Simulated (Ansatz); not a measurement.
Ta (Im-3m): lattice vibrations

```xyz
1
Lattice="-1.6412 1.6412 1.6412 1.6412 -1.6412 1.6412 1.6412 1.6412 -1.6412" Properties=species:S:1:pos:R:3 pbc="T T T"
Ta    0.0000    0.0000    0.0000
```

Unless marked otherwise, the numbers come from PBEsol, PAW on Ansatz 0.2.0's default frozen-core files (fitted under PBE), scalar-relativistic. k mesh 20×20×20, Fermi-Dirac smearing of 0.080 eV, cutoff 420 eV. The cell was relaxed by PAW under this functional.

Atoms are displaced by 0.0025 Å in the smallest supercells that hold the wave vectors of a 4×4×4 mesh. Negative values stand for unstable modes.

Question: What are the phonon energies at the solved wave vectors, in meV?

Answer: 

```csv
q,point,modes (meV)
0.250 0.000 0.000,–,"7.72, 9.69, 14.46"
0.500 0.000 0.000,N,"11.49, 17.67, 18.18"
0.250 0.250 0.000,–,"11.72, 13.14, 18.97"
0.250 0.250 0.250,P,15.85 (×3)
-0.250 0.250 0.250,–,"13.35 (×2), 18.07"
0.500 0.500 0.250,–,"13.87, 18.26, 19.48"
0.500 0.500 0.500,H,20.85 (×3)
```

Question: Is the structure dynamically stable at these wave vectors?

Answer: Yes, no mode is unstable there; wave vectors off this mesh aren't tested.

Question: The cell is scaled evenly to 17.416 and 17.946 Å³ (from 17.681), with free atoms relaxed and the shape held. What are the mode Grüneisen parameters γ = −d ln ω/d ln V?

Answer: For the highest mode, 172.8 cm⁻¹ in the small cell and 163.7 in the large one give γ ≈ 1.80. From the change of the dynamical matrix on each mode:

```json
{"point": "0.25/0/0", "cm⁻¹": "62.2", "γ": "1.70"}
{"point": "0.25/0/0", "cm⁻¹": "78.2", "γ": "1.07"}
{"point": "0.25/0/0", "cm⁻¹": "116.6", "γ": "2.15"}
{"point": "N", "cm⁻¹": "92.6", "γ": "1.33"}
{"point": "N", "cm⁻¹": "142.5", "γ": "3.05"}
{"point": "N", "cm⁻¹": "146.7", "γ": "0.83"}
{"point": "0.25/0.25/0", "cm⁻¹": "94.5", "γ": "1.21"}
{"point": "0.25/0.25/0", "cm⁻¹": "106.0", "γ": "2.00"}
{"point": "0.25/0.25/0", "cm⁻¹": "153.0", "γ": "2.53"}
{"point": "P", "cm⁻¹": "127.8", "γ": "2.16"}
{"point": "-0.25/0.25/0.25", "cm⁻¹": "107.7", "γ": "1.19"}
{"point": "-0.25/0.25/0.25", "cm⁻¹": "145.7", "γ": "1.86"}
{"point": "0.5/0.5/0.25", "cm⁻¹": "111.8", "γ": "1.17"}
{"point": "0.5/0.5/0.25", "cm⁻¹": "147.3", "γ": "2.72"}
{"point": "0.5/0.5/0.25", "cm⁻¹": "157.1", "γ": "1.43"}
{"point": "H", "cm⁻¹": "168.2", "γ": "1.80"}
```

Weighted by the modes' heat capacities at 300 K, the mean on this mesh is 1.77; it moves with the q mesh, and a coarse one overweights the zone boundary.

Caveats: frozen-core PAW files fitted under PBE, their cores solved anew for the functional of the run; responses of metals move with mesh and smearing; no spin-orbit coupling on heavy atoms.
